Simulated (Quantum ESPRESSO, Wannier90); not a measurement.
Tight-binding from DFT: ZrN (P-3m1)

Structure: Materials Project mp-1014160, symmetrised, not relaxed again. Not found in the COD (Crystallography Open Database) copy used, which has the formula in other groups; not checked further. Level: PBEsol, no spin polarisation, no spin-orbit coupling; pw.x of Quantum ESPRESSO at 68 Ry with PseudoDojo potentials, 12×12×6 k-points, Wannier90. Density: 12×12×6 mesh, cold smearing 0.01 Ry.

On the energy scale of pw.x, whose zero is arbitrary, the Fermi level lies at 16.84 eV.

Input w.win:

```
num_bands = 29
num_wann = 16
exclude_bands = 1-10
num_iter = 1000
conv_tol = 1.0e-6
conv_window = 4
dis_num_iter = 1000
dis_conv_tol = 1.0e-6
dis_froz_max = 1.50
write_hr = true
write_u_matrices = true
begin projections
f=-0.34025,0.33046,-0.24637: d
f=0.31726,-0.33452,0.25556: d
f=-0.01064,0.00168,0.00607: p
f=0.01577,0.01482,0.50167: p
end projections
begin unit_cell_cart
ang
    3.2090200687    0.0000000000    0.0000000000
   -1.6045100344    2.7790929008    0.0000000000
    0.0000000000    0.0000000000    5.5169200000
end unit_cell_cart
begin atoms_frac
Zr  -0.3333333333  0.3333333333 -0.2547300000
Zr   0.3333333333 -0.3333333333  0.2547300000
N    0.0000000000  0.0000000000  0.0000000000
N    0.0000000000  0.0000000000  0.5000000000
end atoms_frac
mp_grid = 12 12 6
begin kpoints
0.0000000000 0.0000000000 0.0000000000
0.0000000000 0.0000000000 0.1666666667
0.0000000000 0.0000000000 0.3333333333
... (861 more lines: the 12x12x6 mesh through Gamma)
end kpoints
```

Input of pw2wannier90.x that gives the overlap and projection files (equivalent; here they were cut from one run over all bands):

```
&inputpp
  outdir = './out'
  prefix = 'pwscf'
  seedname = 'w'
  write_amn = .true.
  write_mmn = .true.
/
```

Output w.wout (banner and timings cut):

```
                                    ------
                                    SYSTEM
                                    ------

                              Lattice Vectors (Ang)
                    a_1     3.209020   0.000000   0.000000
                    a_2    -1.604510   2.779093   0.000000
                    a_3     0.000000   0.000000   5.516920

                   Unit Cell Volume:      49.20080  (Ang^3)

                        Reciprocal-Space Vectors (Ang^-1)
                    b_1     1.957976   1.130438  -0.000000
                    b_2     0.000000   2.260876   0.000000
                    b_3     0.000000  -0.000000   1.138894

 *----------------------------------------------------------------------------*
 |   Site       Fractional Coordinate          Cartesian Coordinate (Ang)     |
 +----------------------------------------------------------------------------+
 | zr   1  -0.33333   0.33333  -0.25473   |   -1.60451   0.92636  -1.40533    |
 | zr   2   0.33333  -0.33333   0.25473   |    1.60451  -0.92636   1.40533    |
 | n    1   0.00000   0.00000   0.00000   |    0.00000   0.00000   0.00000    |
 | n    2   0.00000   0.00000   0.50000   |    0.00000   0.00000   2.75846    |
 *----------------------------------------------------------------------------*
                                ------------
                                K-POINT GRID
                                ------------

             Grid size = 12 x 12 x  6      Total points =  864

 *---------------------------------- MAIN ------------------------------------*
 |  Number of Wannier Functions               :                16             |
 |  Number of Objective Wannier Functions     :                16             |
 |  Number of input Bloch states              :                29             |
 |  Output verbosity (1=low, 5=high)          :                 1             |
 |  Timing Level (1=low, 5=high)              :                 1             |
 |  Optimisation (0=memory, 3=speed)          :                 3             |
 |  Length Unit                               :               Ang             |
 |  Post-processing setup (write *.nnkp)      :                 F             |
 |  Using Gamma-only branch of algorithms     :                 F             |
 *----------------------------------------------------------------------------*
 *------------------------------- WANNIERISE ---------------------------------*
 |  Total number of iterations                :              1000             |
 |  Number of CG steps before reset           :                 5             |
 |  Trial step length for line search         :             2.000             |
 |  Convergence tolerence                     :         0.100E-05             |
 |  Convergence window                        :                 4             |
 |  Iterations between writing output         :                 1             |
 |  Iterations between backing up to disk     :               100             |
 |  Write r^2_nm to file                      :                 F             |
 |  Write xyz WF centres to file              :                 F             |
 |  Write on-site energies <0n|H|0n> to file  :                 F             |
 |  Use guiding centre to control phases      :                 F             |
 |  Use phases for initial projections        :                 F             |
 *----------------------------------------------------------------------------*
 *------------------------------- DISENTANGLE --------------------------------*
 |  Using band disentanglement                :                 T             |
 |  Total number of iterations                :              1000             |
 |  Mixing ratio                              :             0.500             |
 |  Convergence tolerence                     :         1.000E-06             |
 |  Convergence window                        :                 3             |
 *----------------------------------------------------------------------------*
 *-------------------------------- PLOTTING ----------------------------------*
 |  Plotting Hamiltonian in WF basis          :                 T             |
 *----------------------------------------------------------------------------*

 *---------------------------------- K-MESH ----------------------------------*
 +----------------------------------------------------------------------------+
 |                    Distance to Nearest-Neighbour Shells                    |
 |                    ------------------------------------                    |
 |          Shell             Distance (Ang^-1)          Multiplicity         |
 |          -----             -----------------          ------------         |
 |             1                   0.188406                      6            |
 |             2                   0.189816                      2            |
 |             3                   0.267445                     12            |
 |             4                   0.326329                      6            |
 |             5                   0.376813                      6            |
 |             6                   0.377519                     12            |
 |             7                   0.379631                      2            |
 |             8                   0.421922                     12            |
       ... (lines left out)
 +----------------------------------------------------------------------------+
 | The b-vectors are chosen automatically                                     |
 | The following shells are used:                       1,  2                 |
 +----------------------------------------------------------------------------+
 |                        Shell   # Nearest-Neighbours                        |
 |                        -----   --------------------                        |
 |                          1               6                                 |
 |                          2               2                                 |
 +----------------------------------------------------------------------------+
 | Completeness relation is fully satisfied [Eq. (B1), PRB 56, 12847 (1997)]  |
 +----------------------------------------------------------------------------+
 |                  b_k Vectors (Ang^-1) and Weights (Ang^2)                  |
 |                  ----------------------------------------                  |
 |            No.         b_k(x)      b_k(y)      b_k(z)        w_b           |
 |            ---        --------------------------------     --------        |
 |             1         0.000000    0.188406    0.000000     9.390477        |
 |             2         0.163165    0.094203    0.000000     9.390477        |
 |             3         0.000000   -0.188406    0.000000     9.390477        |
 |             4         0.163165   -0.094203    0.000000     9.390477        |
 |             5        -0.163165   -0.094203    0.000000     9.390477        |
 |             6        -0.163165    0.094203    0.000000     9.390477        |
 |             7         0.000000    0.000000    0.189816    13.877337        |
 |             8         0.000000    0.000000   -0.189816    13.877337        |
 +----------------------------------------------------------------------------+
 |                           b_k Directions (Ang^-1)                          |
 |                           -----------------------                          |
 |            No.           x           y           z                         |
 |            ---        --------------------------------                     |
 |             1         0.000000    0.188406    0.000000                     |
 |             2         0.163165    0.094203    0.000000                     |
 |             3         0.163165   -0.094203    0.000000                     |
 |             4         0.000000    0.000000    0.189816                     |
 +----------------------------------------------------------------------------+

 Starting a new Wannier90 calculation ...

 Reading overlaps from w.mmn

 Reading projections from w.amn

 *------------------------------- DISENTANGLE --------------------------------*
 +----------------------------------------------------------------------------+
 |                              Energy  Windows                               |
 |                              ---------------                               |
 |                   Outer:    9.53534  to   42.49375  (eV)                   |
 |                   Inner:    9.53534  to    1.50000  (eV)                   |
 +----------------------------------------------------------------------------+
   Number of target bands to extract:   16

                   Unitarised projection of Wannier functions
                   ------------------------------------------
   A_mn = <psi_m|g_n> --> S = A.A^+ --> U = S^-1/2.A
   In dis_project... done
   No inner window (linner = F)

                   Extraction of optimally-connected subspace
                   ------------------------------------------
 +---------------------------------------------------------------------+<-- DIS
 |  Iter     Omega_I(i-1)      Omega_I(i)      Delta (frac.)           |<-- DIS
 +---------------------------------------------------------------------+<-- DIS
       1      17.41863001      16.97862604       2.592E-02    <-- DIS
       2      17.18038616      16.84315711       2.002E-02    <-- DIS
       3      16.99804767      16.73925843       1.546E-02    <-- DIS
       4      16.85759191      16.65467715       1.218E-02    <-- DIS
       5      16.74686908      16.58332041       9.862E-03    <-- DIS
       6      16.65711411      16.52152121       8.207E-03    <-- DIS
       ... (lines left out)
     101      15.30312697      15.29759310       3.617E-04    <-- DIS
       ... (lines left out)
     201      15.17055638      15.16985533       4.621E-05    <-- DIS
       ... (lines left out)
     301      15.15262814      15.15251949       7.170E-06    <-- DIS
       ... (lines left out)
     401      15.14959469      15.14957302       1.430E-06    <-- DIS
       ... (lines left out)
     426      15.14933441      15.14931934       9.942E-07    <-- DIS
     427      15.14932582      15.14931098       9.802E-07    <-- DIS
     428      15.14931737      15.14930273       9.663E-07    <-- DIS

             <<<      Delta < 1.000E-06  over  3 iterations     >>>
             <<< Disentanglement convergence criteria satisfied >>>

        Final Omega_I    15.14930273 (Ang^2)

 +----------------------------------------------------------------------------+

 Writing checkpoint file w.chk... done

 *------------------------------- WANNIERISE ---------------------------------*
 +--------------------------------------------------------------------+<-- CONV
 | Iter  Delta Spread     RMS Gradient      Spread (Ang^2)            |<-- CONV
 +--------------------------------------------------------------------+<-- CONV

 ------------------------------------------------------------------------------
 Initial State
  WF centre and spread    1  ( -1.604922,  0.926117, -1.398511 )     1.09579096
  WF centre and spread    2  ( -1.605118,  0.915585, -1.401063 )     1.15759020
  WF centre and spread    3  ( -1.604707,  0.937421, -1.401286 )     1.15644551
  WF centre and spread    4  ( -1.605143,  0.948953, -1.404071 )     1.13091891
  WF centre and spread    5  ( -1.605283,  0.903315, -1.403970 )     1.13089504
  WF centre and spread    6  (  1.603395, -0.926500,  1.400777 )     1.09596561
  WF centre and spread    7  (  1.603900, -0.915334,  1.402348 )     1.15734804
  WF centre and spread    8  (  1.604414, -0.936688,  1.402056 )     1.15746662
  WF centre and spread    9  (  1.602876, -0.948913,  1.404381 )     1.13146227
  WF centre and spread   10  (  1.603030, -0.903872,  1.404328 )     1.13139100
  WF centre and spread   11  ( -0.000622, -0.000049, -0.001247 )     0.64717392
  WF centre and spread   12  (  0.001165, -0.000153,  0.000461 )     0.66469250
  WF centre and spread   13  ( -0.000227,  0.000009,  0.000409 )     0.66394517
  WF centre and spread   14  ( -0.000010,  0.000299,  2.757813 )     0.64751922
  WF centre and spread   15  ( -0.000177,  0.000362,  2.758906 )     0.66588974
  WF centre and spread   16  (  0.000070, -0.000960,  2.758684 )     0.66556974
  Sum of centres and spreads ( -0.007356, -0.000407,  8.280016 )    15.30006444

      0     0.153E+02     0.0000000000       15.3000644538  <-- CONV
        O_D=      0.0014214 O_OD=      0.1493403 O_TOT=     15.3000645 <-- SPRD
 ------------------------------------------------------------------------------
      1    -0.821E-02     0.0389769377       15.2918499837  <-- CONV
        O_D=      0.0012379 O_OD=      0.1413094 O_TOT=     15.2918500 <-- SPRD
      2    -0.872E-02     0.0539436958       15.2831332797  <-- CONV
        O_D=      0.0011232 O_OD=      0.1327074 O_TOT=     15.2831333 <-- SPRD
      3    -0.589E-02     0.0479708071       15.2772394158  <-- CONV
        O_D=      0.0009752 O_OD=      0.1269615 O_TOT=     15.2772394 <-- SPRD
      4    -0.444E-02     0.0402168024       15.2728043600  <-- CONV
        O_D=      0.0009022 O_OD=      0.1225994 O_TOT=     15.2728044 <-- SPRD
      5    -0.275E-02     0.0334328798       15.2700510500  <-- CONV
        O_D=      0.0008836 O_OD=      0.1198647 O_TOT=     15.2700510 <-- SPRD
       ... (lines left out)
     24    -0.403E-06     0.0004428000       15.2667985115  <-- CONV
        O_D=      0.0007563 O_OD=      0.1167395 O_TOT=     15.2667985 <-- SPRD
     25    -0.271E-06     0.0003806808       15.2667982406  <-- CONV
        O_D=      0.0007563 O_OD=      0.1167392 O_TOT=     15.2667982 <-- SPRD
     26    -0.357E-06     0.0003317758       15.2667978836  <-- CONV
        O_D=      0.0007563 O_OD=      0.1167389 O_TOT=     15.2667979 <-- SPRD
             <<<     Delta < 1.000E-06  over  4 iterations     >>>
             <<< Wannierisation convergence criteria satisfied >>>
 Final State
  WF centre and spread    1  ( -1.604900,  0.926178, -1.398557 )     1.09365386
  WF centre and spread    2  ( -1.604809,  0.915749, -1.401137 )     1.15711932
  WF centre and spread    3  ( -1.604533,  0.937052, -1.401332 )     1.15708979
  WF centre and spread    4  ( -1.605162,  0.948710, -1.404321 )     1.12980405
  WF centre and spread    5  ( -1.605106,  0.903581, -1.404325 )     1.12981507
  WF centre and spread    6  (  1.603398, -0.926470,  1.400839 )     1.09365309
  WF centre and spread    7  (  1.603975, -0.915794,  1.402268 )     1.15708643
  WF centre and spread    8  (  1.604469, -0.936906,  1.402062 )     1.15710645
  WF centre and spread    9  (  1.602668, -0.948774,  1.404279 )     1.12982822
  WF centre and spread   10  (  1.602972, -0.904156,  1.404291 )     1.12983829
  WF centre and spread   11  ( -0.000077,  0.000005,  0.000146 )     0.64284855
  WF centre and spread   12  ( -0.000133,  0.000050,  0.000086 )     0.65890119
  WF centre and spread   13  ( -0.000130, -0.000028,  0.000078 )     0.65904338
  WF centre and spread   14  (  0.000054,  0.000082,  2.758495 )     0.64415127
  WF centre and spread   15  (  0.000074,  0.000121,  2.758438 )     0.66350465
  WF centre and spread   16  (  0.000083,  0.000125,  2.758534 )     0.66335426
  Sum of centres and spreads ( -0.007156, -0.000475,  8.279844 )    15.26679787

         Spreads (Ang^2)       Omega I      =    15.149302727
        ================       Omega D      =     0.000756286
                               Omega OD     =     0.116738871
    Final Spread (Ang^2)       Omega Total  =    15.266797884
```
